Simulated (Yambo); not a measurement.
Yambo run on BaCu2S2 (space group I4/mmm, No. 139). The wavefunctions come from this Quantum ESPRESSO step (LDA, PseudoDojo standard norm-conserving files, scalar-relativistic):

```
&CONTROL
  calculation = 'nscf'
  pseudo_dir = './pseudo'
  outdir = './out'
/
&SYSTEM
  ibrav = 0
  nat = 5
  ntyp = 3
  ecutwfc = 92.0
  ecutrho = 368.0
  occupations = 'fixed'
  force_symmorphic = .true.
  nbnd = 117
/
&ELECTRONS
  conv_thr = 5e-09
  diago_full_acc = .true.
  diago_thr_init = 1e-08
/
ATOMIC_SPECIES
S 32.0600 S.upf
Cu 63.5460 Cu.upf
Ba 137.3270 Ba.upf
CELL_PARAMETERS angstrom
 -1.950965000000   1.950965000000   6.325050000000
  1.950965000000  -1.950965000000   6.325050000000
  1.950965000000   1.950965000000  -6.325050000000
ATOMIC_POSITIONS crystal
S   0.641010000000   0.641010000000  -0.000000000000
S   0.358990000000   0.358990000000   0.000000000000
Cu   0.750000000000   0.250000000000   0.500000000000
Cu   0.250000000000   0.750000000000   0.500000000000
Ba   0.000000000000   0.000000000000   0.000000000000
K_POINTS automatic
4 4 4 0 0 0
```

Yambo input:

```
rim_cut
gw0
dyson
el_el_corr
HF_and_locXC
ppa
em1d
RandQpts= 1000000
RandGvec= 1 Ry
EXXRLvcs= 92 Ry
VXCRLvcs= 368 Ry
Chimod= "HARTREE"
% BndsRnXp
 9 | 116 |
%
NGsBlkXp= 6 Ry
% LongDrXp
 1.0 | 1.0 | 1.0 |
%
PPAPntXp= 27.2114 eV
% GbndRnge
 1 | 116 |
%
GTermKind= "BG"
DysSolver= "n"
ExtendOut
% QPkrange
 1 | 1 | 30 | 31 |
 6 | 6 | 30 | 31 |
%
```

k points by index: 1 = Γ, 6 = N.

Table of the .qp output:

```
#    K-point    Band    Eo [eV]    E [eV]    E-Eo [eV]    Vxc [eV]    Vnlxc [eV]    Sc|Eo [eV]    Sc|E [eV]    dSc/dw|Eo [eV]    Re(Z)    Im(Z)
#
    1    30    0.000000    -0.403351    -0.403351    -22.68055    -27.39323    4.176802    4.309329    -8.937429    0.752757    -0.001635
    1    31    0.424197    0.731496    0.307299    -9.624072    -5.330882    -3.915191    -3.985892    -6.258237    0.813015    -0.001294
    6    30    -0.414156    -0.826232    -0.412076    -24.00112    -29.43364    4.878955    5.020441    -9.339061    0.744484    -0.001722
    6    31    1.347880    1.679087    0.331207    -13.13102    -9.450381    -3.265968    -3.349436    -6.855597    0.798759    -0.001354
```
(The two width columns are left out.) Convergence of these settings isn't established.

Geometry of the Materials Project entry, not relaxed at this level.

The structure is a Materials Project entry; no match was found in the copy of COD used, and its stability was not checked.
